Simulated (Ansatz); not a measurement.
# AlN: computed property card

AlN:
```
CELL_PARAMETERS angstrom
      5.32835     0.00000     0.00000
      0.00000     5.32835     0.00000
      0.00000     0.00000     5.32835
ATOMIC_POSITIONS crystal
  Al 0.25000 0.50000 0.00000
  Al 0.75000 0.50000 0.00000
  Al 0.00000 0.25000 0.50000
  Al 0.00000 0.75000 0.50000
  Al 0.50000 0.00000 0.25000
  Al 0.50000 0.00000 0.75000
  N  0.50000 0.25000 0.00000
  N  0.50000 0.75000 0.00000
  N  0.00000 0.50000 0.25000
  N  0.00000 0.50000 0.75000
  N  0.25000 0.00000 0.50000
  N  0.75000 0.00000 0.50000
```

Space group Pm-3n (No. 223); conventional cell a = b = c = 5.328 Å, α = β = γ = 90.00°.

Method: DFT-r²SCAN in the program Ansatz with PAW potentials. Structure relaxed to zero pressure with the same functional. Other levels are named where they apply.

### Cell and energy

| Quantity | Result |
|---|---|
| Volume per atom | 12.61 Å³ |
| Density | 2.70 g/cm³ |
| Formation energy from the elements (no fitted shifts) | -1.49 eV/atom |

### Electronic structure

| Property | Result |
|---|---|
| Band gap | 3.01 eV (direct) |
| Valence-band maximum | at Γ |
| Conduction-band minimum | at Γ |
| Electron effective mass | 0.33 mₑ (isotropic) |
| Hole effective mass, band 1 of 3 at the edge | 0.87 along [111] (mₑ) |
| Hole effective mass, band 2 of 3 at the edge | 0.58 along [110], 0.87 along [111] (mₑ) |
| Hole effective mass, band 3 of 3 at the edge | 0.26 along [100], 0.45 along [110], 0.60 along [111] (mₑ) |
| HSE06 gap on the r²SCAN cell | 3.95 eV |

### Mechanics

| Quantity | Result |
|---|---|
| Bulk modulus (Birch–Murnaghan fit) | 170 GPa |
| Pressure derivative B′ | 3.8 |
| Elastic constants (relaxed ions, GPa) | C11 = 369, C12 = 71.2, C44 = 52.8 |
| Mechanical stability | stable (all eigenvalues of C positive) |
| Hill bulk and shear moduli | 170 and 81.2 GPa |
| Young's modulus | 210 GPa |
| Poisson's ratio | 0.29 |
| Debye temperature from the elastic constants | 783 K |

### Charges

| Property | Result |
|---|---|
| Bader charges | Al +2.49, N -2.49 e |

The start of the workflow was typed in or built on a structure type; neither database checked (COD, Materials Project) lists it. It is not the phase usual at ambient conditions (space group No. 186, 216). Symmetry was held in the r²SCAN relaxation; whether a distortion lowers the energy is not shown. The references are the lowest solids computed at this level, not always the standard phases (solids in place of the gases).

Potentials: the earlier of the program's two PAW sets. The files were generated under PBE; for other functionals the program regenerates the frozen cores, and for LDA and PBEsol the local potential too.
